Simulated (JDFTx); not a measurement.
System: MoSi2(101) (I4/mmm bulk; lattice of mp-2592, not re-optimised at this level), 1x1 cell of 9 atoms in 9 planes (Si outermost, slab composition Mo3Si6), area 13.53 Å² a face, 7.7 Å between the outermost planes in a cell 23.9 Å high; k mesh 8×8×1, Fermi width 0.01 Ha, no spin polarisation. Whether this polymorph is the ambient one wasn't checked.

Profiles through the double layer of this slab, charged, in linear PCM (GLSSA13), water, 2 M KF; PBE, GBRV ultrasoft potentials, plane waves to 20/100 Ha, JDFTx (a modified build). z is the height above the outermost atoms, φ the plane-averaged electrostatic potential energy of an electron (zero in the bulk liquid), ρ_b the bound charge of solvent and ions, s the cavity shape function (0 in the solid, 1 in the liquid).

```csv
z (Å),n (e/Å³),s,φ (eV),ρ_b (10⁻³ e/Å³)
0.95,0.0860,0.00,-0.912,0.08
1.41,0.0319,0.00,-0.339,1.65
1.86,0.0103,0.04,-0.020,3.18
2.32,0.0033,0.38,0.020,2.46
2.77,0.0010,0.92,0.017,1.17
3.23,0.0003,1.00,0.014,0.38
3.68,0.0001,1.00,0.011,0.13
4.14,0.0000,1.00,0.009,0.05
4.60,0.0000,1.00,0.007,0.02
5.05,0.0000,1.00,0.006,0.01
5.51,0.0000,1.00,0.005,0.01
5.96,0.0000,1.00,0.004,0.00
6.42,0.0000,1.00,0.003,0.00
6.87,0.0000,1.00,0.003,0.00
7.33,0.0000,1.00,0.002,0.00
7.78,0.0000,1.00,0.002,0.00
```

Task: Is the electrode positively or negatively charged, and roughly by how much?

Result: Negatively: σ = -6.7 μC/cm² per face. The liquid's bound charge is of the opposite sign overall, and far from the surface φ decays with the screening length (2.1 Å).
